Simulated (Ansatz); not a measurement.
## Is this Ba₃InBP₂ structure a true minimum?

The cell was found from a structure generator's guess, not taken from experiment.

The calculation used DFT PBE, scalar-relativistic, plane waves, PAW in Ansatz 0.2.0. Cutoff 420 eV; k points 6×6×6 on the computed 7-atom cell (Γ-centred); Gaussian smearing, width 0.10 eV; no spin polarisation.

The cell below (7 atoms, space group R32 (No. 155)) is relaxed within its symmetry.

```yaml
crystal:
  lattice:
    - [4.20262, 2.42638, 4.19264]
    - [-4.20262, 2.42638, 4.19264]
    - [0.00000, -4.85277, 4.19264]
  atoms:
    - { symbol: Ba, position: [0.14236, 0.85764, 0.50000] }
    - { symbol: Ba, position: [0.50000, 0.14236, 0.85764] }
    - { symbol: Ba, position: [0.85764, 0.50000, 0.14236] }
    - { symbol: In, position: [0.00000, 0.00000, 0.00000] }
    - { symbol: B, position: [0.50000, 0.50000, 0.50000] }
    - { symbol: P, position: [0.64157, 0.64157, 0.64157] }
    - { symbol: P, position: [0.35843, 0.35843, 0.35843] }
```

For the test it was strained at random (σ = 1.5 % a component), the atoms were moved at random (σ = 0.10 Å), and all was relaxed again on a coarse 6×6×6 mesh (in the run’s order of axes) with 0.20 eV smearing, with no symmetry imposed.

Question: Does it come back?

Answer: It returns, within 1 meV/atom of the unmoved cell on that mesh and with the same symmetry when read at 0.1 Å (P1 at 0.01 Å, so small strains and shifts remain). So it is stable against the distortions that fit this cell and that this random move excites. Modes that don't fit the cell aren't tested.
